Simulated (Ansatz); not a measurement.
**LiH2: forces and stress of a distorted cell**

This is artificial LiH2 built from a rock-salt lattice with a pair of atoms on one site and then distorted, one atom being moved towards a neighbour.

Computed with DFT, PBE, all-electron full-potential LAPW, scalar-relativistic, point nucleus in Ansatz 0.2 development build. Brillouin zone: 3×3×3 Γ-centred, Fermi–Dirac smearing of 0.15 eV; a denser mesh would shift the values. In metals such a mesh can move stress, forces and moments by their own size. The run is spin-unpolarised. The cell's electron count is odd, so a run with spin could end lower.

```
CELL_PARAMETERS angstrom
-2.41211 0.02997 2.39899
0.01950 2.43340 2.44845
-2.39752 2.36935 0.04456
ATOMIC_POSITIONS crystal
Li 0.53740 0.40089 0.86728
H 0.99108 0.84091 0.31713
H 0.22545 0.07672 0.26762
```

Forces (eV/Å): Li1 (0.255, -0.226, 1.507); H2 (-0.054, -0.005, 0.279); H3 (-0.200, 0.231, -1.786).

Stress xx yy zz yz xz xy in GPa, positive in compression: -6.46 -6.54 9.83 1.08 -1.18 -4.07.

```json
{
 "All-electron free energy E − TS (its zero hangs on the relativistic scheme and nucleus)": "-235.202 eV",
 "Pressure": "-1.06 GPa",
 "Largest force": "1.812 eV/Å"
}
```

Question: Now r2SCAN by all-electron PAW datasets generated for the cell without frozen cores, scalar-relativistic, point nucleus at the same geometry. How do the results move?

Answer: Compared with PBE, the pressure goes down by 0.30 GPa to -1.36 GPa, and the forces move by 0.073 eV/Å (r.m.s. over the atoms).

```csv
atom,Fx (eV/Å),Fy (eV/Å),Fz (eV/Å)
Li1,0.268,-0.242,1.568
H2,-0.081,0.015,0.315
H3,-0.188,0.227,-1.883
```

Question: What does LDA (PW92) by all-electron full-potential LAPW, scalar-relativistic, point nucleus give for this geometry?

Answer: Beside PBE, the pressure decreases by 1.74 GPa to -2.80 GPa, and the forces move by 0.049 eV/Å (r.m.s. over the atoms).

Forces in eV/Å:
```
Li1   0.258 -0.229  1.489
H2   -0.020 -0.036  0.258
H3   -0.238  0.265 -1.747
```
